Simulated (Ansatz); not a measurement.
The relaxed structure here is a generated cell of Co: the first start was made by placing the elements on the sites of a structure type, and the end was not matched to a known phase here, so it may be hypothetical. Known forms of Co include space group No. 194.

A relaxed structure of Co. Space group Pm-3n (No. 223). All values below come from r2SCAN (plane waves to 500 eV, PAW, scalar-relativistic; Ansatz, a program for electronic structure).

```xyz
8
Lattice="4.4387 0.0000 0.0000 0.0000 4.4387 0.0000 0.0000 0.0000 4.4387" Properties=species:S:1:pos:R:3 pbc="T T T"
Co     1.1097     0.0000     2.2194
Co     3.3290     0.0000     2.2194
Co     0.0000     2.2194     1.1097
Co     0.0000     2.2194     3.3290
Co     2.2194     1.1097     0.0000
Co     2.2194     3.3290     0.0000
Co     0.0000     0.0000     0.0000
Co     2.2194     2.2194     2.2194
```

### Question
What is the computed magnetic moment (r2SCAN)?

### Answer
Net 1.86 μB/atom, ferromagnetic.

Spin state reached: ferromagnetic (net 1.86 μB/atom), from parallel starting moments; other spin orders were not run from this start. r2SCAN tends to overstate moments in metals.

The run could not lose the symmetry of its start; a randomly shaken copy of 8 atoms returns to this structure.

All atoms sit on sites fixed by symmetry, so only the cell could relax.
